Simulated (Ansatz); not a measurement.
**AlInSb2 (P-4m2), stationary points along a deformation path**

Computed with DFT LDA, scalar-relativistic, plane waves, PAW in Ansatz. The runs took a 420 eV cutoff, a Γ-centred 8×8×6 mesh and Gaussian smearing (0.03 eV). Spin–orbit coupling is left out, which matters for the heavy elements here. No spin polarisation. Energies are free energies at this smearing, counted from the undisturbed cell; pressure is positive in compression.

The starting cell (as given, not relaxed at this level; it stands at -2.0 GPa, and it needn't be the usual structure):

```yaml
crystal:
  lattice:
    - [4.50617, 0.00000, 0.00000]
    - [0.00000, 4.50617, 0.00000]
    - [0.00000, 0.00000, 6.34882]
  atoms:
    - { symbol: Al, position: [0.00000, 0.00000, 0.00000] }
    - { symbol: In, position: [0.50000, 0.50000, 0.50000] }
    - { symbol: Sb, position: [0.00000, 0.50000, 0.23337] }
    - { symbol: Sb, position: [0.50000, 0.00000, 0.76663] }
```

At fixed volume and fractional coordinates, lengths along (0.000, 0.000, 1.000) are scaled against those across it; ρ is that ratio over its starting value. V = 32.229 Å³/atom. Δσ is the stress along the axis less the mean stress across it (compression positive).

```csv
ρ,ΔE (meV/atom),Δσ (GPa),space group
0.850,52.0,4.18,P-4m2
0.920,15.7,2.56,P-4m2
0.960,4.2,1.41,P-4m2
1.000,0.0,0.10,P-4m2
1.100,22.4,-3.78,P-4m2
1.200,90.6,-8.05,P-4m2
```

How does the stress give the slope of the energy, and where is the energy stationary?

Along the path d ln(length) is 2/3 d ln ρ on the axis and −1/3 d ln ρ across it, so dE/d ln ρ = −(2/3) V Δσ: the energy falls with ρ where Δσ is positive. Δσ vanishes or changes sign between ρ = 1.000 and 1.100, a minimum (near 1.00 by linear interpolation). Pairs of stationary points between two samples would go unseen, and could change a minimum read from distant neighbours into a maximum.

Integrate that slope from ρ = 1 to 0.850 by the trapezoid rule.

With V/N in Å³ and 1 eV/Å³ = 160.2 GPa the slopes at ρ = 1.000, 0.960, 0.920, 0.850 are -13, -189, -344, -560 meV/atom per unit of ln ρ. The steps add 4.1 + 11.3 + 35.8 = 51.2 meV/atom, against 52.0 from the energies; the trapezoid rule misses the curvature of the slope within each step.

Forces appear on the atoms along this scan, and letting them relax would lower the energy and soften the response. The gap closes along the scan, which can put kinks into the curve.